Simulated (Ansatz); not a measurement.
Ti (hcp, Mg type)

```
CELL_PARAMETERS angstrom
      2.93900     0.00000     0.00000
     -1.46950     2.54525     0.00000
      0.00000     0.00000     4.65011
ATOMIC_POSITIONS crystal
  Ti 0.33333 0.66667 0.75000
  Ti 0.66667 0.33333 0.25000
```

Equation-of-state scan: isotropic scaling of the cell above, V₀ being its volume. Symmetry pins the atoms to their sites.

The numbers are results of PBE (plane waves to 420 eV, PAW, scalar-relativistic; Ansatz, a quantum-chemistry and plane-wave program), not measurements. k mesh 19×19×11 (Γ-centred), Fermi-Dirac smearing 0.05 eV. E stands for the smeared free energy. Ti is run without spin polarisation. Ti was relaxed with its symmetry unable to fall. ΔE is measured from the relaxed starting cell.

| V/V₀ | ΔE (meV/atom) |
|---|---|
| 0.900 | 71 |
| 0.925 | (withheld) |
| 0.950 | (withheld) |
| 0.975 | 4 |
| 1.000 | 0 |
| 1.025 | 4 |
| 1.050 | 14 |
| 1.075 | 30 |
| 1.100 | 52 |

Task: Complete the blanks.

Result: 
- 0.925, ΔE (meV/atom): 39
- 0.950, ΔE (meV/atom): 16

(A scan under strain: stresses follow from slopes of the energy per volume, elastic moduli from its curvatures.)
